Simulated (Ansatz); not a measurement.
**SrPd₂, a database entry at a rescaled volume**

```
Pd Sr
1.0
     0.00000    3.88088    3.88088
     3.88088    0.00000    3.88088
     3.88088    3.88088    0.00000
Pd Sr
4 2
Direct
  0.62500 0.62500 0.62500
  0.12500 0.62500 0.62500
  0.62500 0.62500 0.12500
  0.62500 0.12500 0.62500
  0.00000 0.00000 0.00000
  0.25000 0.25000 0.25000
```

Method: r2SCAN, no spin polarisation; PAW, plane waves to 500 eV, 8×8×8 Γ-centred mesh, fermi-dirac occupations (width 0.1 eV) (Ansatz 0.2.0), atoms fixed.

Problem. Which element gives electrons and which takes them?

Solution. Bader charges in e: Sr +1.31, Pd -0.66. In the mean Sr gives up most and Pd takes most.

Problem. Is the cell too large or too small?

Solution. The pressure is 3.6 GPa (compression positive), so with the atoms held at these fractions the cell would first expand.

Problem. Is it stable against the elements?

Solution. -0.66 eV an atom against the elements' usual phases (free molecules for gases, crystals otherwise, with no correction for O₂ or N₂), so it is bound against them; other compounds may still compete. Relaxing would lower it.

Problem. Is there a gap?

Solution. It is a metal, with about 1.8 states/eV a cell as the mean within 0.25 eV of the Fermi level.

Problem. What do density and ELF say about some of the short contacts?

Solution. Pd–Pd at 2.74 Å: least valence density 0.31 e/Å³ and ELF 0.21 there. Pd–Sr at 3.22 Å: least valence density 0.12 e/Å³ and ELF 0.09 there. Sr–Sr at 3.36 Å: least valence density 0.06 e/Å³ and ELF 0.02 there. Both are smooth PAW fields, read partly inside the augmentation spheres.

Origin: a database entry at a rescaled volume.
